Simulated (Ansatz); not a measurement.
## TiSi2: checking dH/dP = V

All numbers below come from DFT r2SCAN, scalar-relativistic, plane waves, PAW in Ansatz 0.2.0. Run with 500 eV cutoff, 10×10×10 k-mesh, Gaussian smearing of 0.10 eV, no spin polarisation.

The relaxed crystal:

```
CELL_PARAMETERS angstrom
1.76421 -6.75544 0.00000
1.76421 6.75544 0.00000
0.00000 0.00000 3.56456
ATOMIC_POSITIONS crystal
Ti 0.89683 0.10317 0.75000
Ti 0.10317 0.89683 0.25000
Si 0.55830 0.44170 0.75000
Si 0.44170 0.55830 0.25000
Si 0.24981 0.75019 0.75000
Si 0.75019 0.24981 0.25000
```

Cell and atoms were relaxed at each target pressure within the start's symmetry (Cmcm), at zero temperature; other phases can be more stable under pressure. H = E + PV with P the target; E is the free energy at the smearing used, whose derivative the pressure is, per atom and counted from zero pressure. The mesh named is that at zero pressure; some other pressures ran on another.

```
P (GPa) V (Å³/atom) E − E0 (meV) H − H0 (meV)
      0       14.161           0.0           0.0
      1       14.056           0.3          88.1
      4       13.759           4.9         348.4
     12       13.101          37.1        1018.3
     25       12.296         128.3        2046.9
```

Task: Thermodynamics gives dH/dP = V along a relaxed path. Integrate V over P by the trapezoid rule and compare with the computed enthalpies.

Result: With 1 eV/Å³ = 160.22 GPa, each step adds the mean volume times ΔP / 160.22:
| P (GPa) | ∫V dP (meV) | H − H0 (meV) | difference (meV) |
| --- | --- | --- | --- |
| 1 | 88.1 | 88.1 | 0.0 |
| 4 | 348.5 | 348.4 | 0.1 |
| 12 | 1019.1 | 1018.3 | 0.8 |
| 25 | 2049.4 | 2046.9 | 2.4 |

V(P) curves upward, so the trapezoid rule runs high; integrating a smooth curve through the same points (P as a polynomial of degree 4 in ln V) puts that excess at about 2.3 meV at 25 GPa, against the 2.4 meV found.

Task: At 25 GPa, how much of the enthalpy change is stored energy and how much is the PV term?

Result: E rises by 128 meV/atom and PV is 25 × 12.296 / 160.22 = 1919 meV/atom, so PV makes 94 % of ΔH. So between rival structures at high pressure a small difference in volume can outweigh the difference in energy: 1 % of this volume is worth 19.2 meV/atom at this pressure.

Task: What bulk modulus do the lowest pressures give?

Result: From the pressures that the runs reached, -1.00 GPa (14.272 Å³) and 1.00 GPa (14.056 Å³), B = −ΔP/Δln V = 2.00 / 0.0152 = 131 GPa, a mean over that range.

This form isn't the usual stable structure of the compound.